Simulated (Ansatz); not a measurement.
HfO₂:
```xyz
12
Lattice="5.2291 0.0000 0.0000 0.0000 5.0178 0.0000 0.0000 0.0000 5.0421" Properties=species:S:1:pos:R:3 pbc="T T T"
Hf     0.1720     1.3426     1.2218
Hf     5.0572     3.6753     3.7428
Hf     2.4426     1.3426     3.7428
Hf     2.7865     3.6753     1.2218
O      1.9244     0.3600     1.9154
O      3.3047     4.6578     4.4364
O      0.6902     0.3600     4.4364
O      4.5389     4.6578     1.9154
O      3.8384     2.3066     2.4747
O      1.3907     2.7113     4.9957
O      4.0053     2.3066     4.9957
O      1.2238     2.7113     2.4747
```

Relaxed with PBEsol. Special points in fractions of this cell's reciprocal vectors: Γ (0.000, 0.000, 0.000); X (0.500, 0.000, 0.000); S (0.500, 0.500, 0.000); Y (0.000, 0.500, 0.000); Z (0.000, 0.000, 0.500); U (0.500, 0.000, 0.500); R (0.500, 0.500, 0.500); T (0.000, 0.500, 0.500).

Question: List the band energies nearest the valence-band maximum at these points for plane-wave PAW PBEsol (Ansatz code).

Answer: In eV from the valence-band maximum; about four levels below and three above (degenerate sets whole), none deeper than 8.9 eV; points with the same levels are listed once.

| k | below | above |
|---|---|---|
| Γ | -0.71 -0.17 -0.05 0.00 | 4.85 5.13 5.24 |
| X | -0.68 -0.68 -0.38 -0.38 | 5.13 5.13 5.56 5.56 |
| S | -0.62 -0.62 -0.47 -0.47 | 4.62 4.62 5.08 5.08 |
| Y | -0.81 -0.40 -0.18 -0.11 | 4.46 4.81 4.90 |
| Z | -0.33 -0.33 -0.26 -0.26 | 4.56 4.56 5.25 5.25 |
| U | -0.69 -0.69 -0.69 -0.69 | 5.12 5.12 5.12 5.12 |
| R | -0.83 -0.83 -0.83 -0.83 | 4.61 4.61 4.61 4.61 |
| T | -1.02 -1.02 -0.36 -0.36 | 4.48 4.48 4.84 4.84 |

Space group Pca2_1. Symmetry was held in the PBEsol relaxation. No spin polarisation was allowed. Spin–orbit coupling is left out wherever it is not named.

Potentials: the earlier of the program's two PAW sets. The files were generated under PBE; for other functionals the program regenerates the frozen cores, and for LDA and PBEsol the local potential too.
